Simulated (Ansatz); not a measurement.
An Ansatz (an electronic-structure program) run. Input:

Ansatz 0.2 input:
```yaml
crystal:
  lattice:
    - [-1.5163614285, 1.5163614285, 1.5163614285]
    - [1.5163614285, -1.5163614285, 1.5163614285]
    - [1.5163614285, 1.5163614285, -1.5163614285]
  atoms:
    - { symbol: Ru, position: [0.0, 0.0, 0.0] }
kpoints:
  mp_grid: { grid: [33, 33, 33] }
hamiltonian:
  xc: r2scan
  pseudopotentials: { azcp: { folder: ./paw }, kind: paw }
scf:
  occupations: { method: fermi_dirac, width: 0.1 }
elastic: { mode: relaxed_ion, stencil: two_point, amplitude: 0.005, f_tol: 0.0005 }
```

Output (shortened):

```
Pseudopotential: Ru, paw, valence charge 16
Functional definition: r2SCAN
Crystal: 1 atoms, lattice volume = 13.947 Å³
Basis set: ecut = 500 eV, 369 PW (Γ), exchange–correlation on 80×80×80 points (64 copies of the dense FFT grid, shifted against one another)
Bands: 12, of which v1, the nominal top of the filled ones, is band 8 counted from 1 (7 counted from 0)
Symmetry: 48 space group operations
Space group: Im-3m (ITA 229), of the structure as read, at distance tolerance 2.4e-5 Å
k-points: 969 of 35937
SCF 1 converged in 9 iterations: F = -5890.116923 eV  dr2 = 7.32e-15
Crystal: 1 atoms, lattice volume = 13.947 Å³
SCF 2 converged in 2 iterations: F = -5890.116923 eV  dr2 = 1.39e-15
Crystal: 1 atoms, lattice volume = 13.877 Å³
Symmetry: 16 space group operations
k-points: 2601 of 35937
SCF 3 converged in 10 iterations: F = -5890.116666 eV  dr2 = 2.00e-16
Crystal: 1 atoms, lattice volume = 14.016 Å³
SCF 4 converged in 8 iterations: F = -5890.117071 eV  dr2 = 3.45e-15
Crystal: 1 atoms, lattice volume = 13.947 Å³
Symmetry: 8 space group operations
k-points: 4913 of 35937
SCF 5 converged in 10 iterations: F = -5890.116725 eV  dr2 = 3.88e-17
Crystal: 1 atoms, lattice volume = 13.947 Å³
SCF 6 converged in 8 iterations: F = -5890.116725 eV  dr2 = 3.34e-16
SCF converged after 2 iterations
Free energy (F): -5890.116923 eV
Harris-Foulkes:  -5890.116923 eV  (|F-HF|=2.73e-12)
Internal energy: -5890.056769 eV  (E = F + TS)
E sigma→0 (E₀):  -5890.086846 eV
Entropy (-TS):   -0.060155 eV (-60.155 meV/atom)
Fermi energy:    22.616971 eV
--- Per-component energies (eV) ---
  E_band       = -81.016204
  E_kinetic    = 459.689301
  E_local      = -1298.713812  (includes V_loc(G=0)·N_el)
  E_nonlocal   = 414.059573
  E_hartree    = 430.287245
  E_xc         = -163.053297
  E_vxc        = -238.890093  (∫ρ·V_xc dr)
  E_paw        = -3520.250485  (= ΣΔE_a)
  E_vpaw       = -295.069587  (= ΣTr[D̂ρ^β])
  E_aug_tail   = 0.000554  (compensation charges beyond the density's cutoff)
  E_vtau       = 17.333371  (kinetic-family band-sum trace: ∫τ·v_τ [+ j·A + Jᵃ·Aᵃ] dr)
  E_ewald      = -2211.764895
  E_core_change = -0.310952  (= ΣΔE_core)
  E_smearing   = -0.060155  (= −TS)
  E_closure    = 0.000000  (closes the sum)
  Σ components = -5890.116923   (vs F -5890.116923, Δ=0.00e0)
--- Forces (eV/Å), atoms counted from 1 ---
  atom   1  Ru     0.00000000     0.00000000     0.00000000
  max |Σ_I F_I| component: 0.0 eV/Å
--- Stress (GPa, compression-positive) ---
        0.449955       0.000000       0.000000
        0.000000       0.449955       0.000000
        0.000000       0.000000       0.449955
  P = ⅓ Tr σ = 0.4500 GPa (4.500 kbar)
--- Band table (eV; the first three rows and the last of 969) ---
  k-point 0: bands = ["-52.7156", "-21.3073", "-21.3073", "-21.3073", "14.2798", "19.6454", "19.6454", "19.6454", "22.5381", "22.5381", "40.2580", "40.2580"]
  k-point 1: bands = ["-52.7139", "-21.3173", "-21.3105", "-21.3073", "14.3224", "19.6256", "19.6445", "19.6817", "22.5108", "22.5392", "40.2822", "40.3059"]
  k-point 2: bands = ["-52.7088", "-21.3471", "-21.3200", "-21.3074", "14.4488", "19.5675", "19.6407", "19.7903", "22.4346", "22.5429", "40.3487", "40.4379"]
  k-point 968: bands = ["-52.3867", "-22.0561", "-22.0544", "-22.0544", "16.0701", "16.0762", "24.4099", "24.4099", "24.4378", "32.3346", "32.4801", "32.4801"]
--- Elastic constants: 2 strain directions × 2 members + reference (group order 48) ---
  dense FFT box of the reference and of every strained cell: 20×20×20
  strains applied: 11, 23; error gains: componentwise 1.00 (the most a stress slope's error grows in a printed constant), spectral 1.73 (1 for all six strains …
  C = ∂σ_k/∂η_j (tension-positive GPa; Voigt order 11 22 33 23 13 12):
        51.279    432.043    432.043      0.000      0.000      0.000
       432.043     51.279    432.043      0.000      0.000      0.000
       432.043    432.043     51.279      0.000      0.000      0.000
         0.000      0.000      0.000    182.096      0.000      0.000
         0.000      0.000      0.000      0.000    182.096      0.000
         0.000      0.000      0.000      0.000      0.000    182.096
  reference stress σ⁰ (GPa):     -0.450     -0.450     -0.450      0.000      0.000      0.000
  moduli (Voigt/Reuss/Hill, GPa): K = 305.12/305.12/305.12   G = 33.10/837.57/435.34   E = 885.08   ν = 0.017
  mechanically stable: NO (min eigenvalue of sym C = -380.76 GPa)
  strain η (Voigt 11):  stress-route row diagonal C_11 = 51.28 GPa, energy-path curvature d²(F+E_count+ΔE)/dδ²/Ω₀ = 50.31 GPa
         δ    σ_11 (GPa)             F (eV)   n_scf  n_hpsi   n_pw
    -5.000e-3      -0.7572       -5890.1166659      10  718292    370   relax 0 steps, max|allowed force component| 0.00e0 eV/Å
     5.000e-3      -0.2444       -5890.1170712       8  632487    370   relax 0 steps, max|allowed force component| 0.00e0 eV/Å
  strain η (Voigt 23):  stress-route row diagonal C_44 = 182.10 GPa, energy-path curvature d²(F+E_count+ΔE)/dδ²/Ω₀ = 181.80 GPa
         δ    σ_23 (GPa)             F (eV)   n_scf  n_hpsi   n_pw
    -5.000e-3      -0.9105       -5890.1167251      10  1368243    370   relax 0 steps, max|allowed force component| 0.00e0 eV/Å
     5.000e-3       0.9105       -5890.1167251       8  1150197    370   relax 0 steps, max|allowed force component| 0.00e0 eV/Å
```

Cost: roughly 12 core-minutes on shared cores.

The start of the workflow was typed in or built on a structure type; neither database checked (COD, Materials Project) lists it. It is not the phase usual at ambient conditions (space group No. 194). Symmetry was held in the r²SCAN relaxation. At this level the phase is mechanically unstable. The run is not spin-polarised. As this level gives no gap, shear constants depend on the k-mesh and smearing (Fermi–Dirac, 0.1 eV here). On the denser mesh and wider smearing of the elastic run this cell carries a stress of 0.5 GPa. Scalar-relativistic: spin–orbit coupling is off unless named, which matters more the heavier the elements.

Potentials: the earlier of the program's two PAW sets.

Ansatz is a plane-wave DFT program.
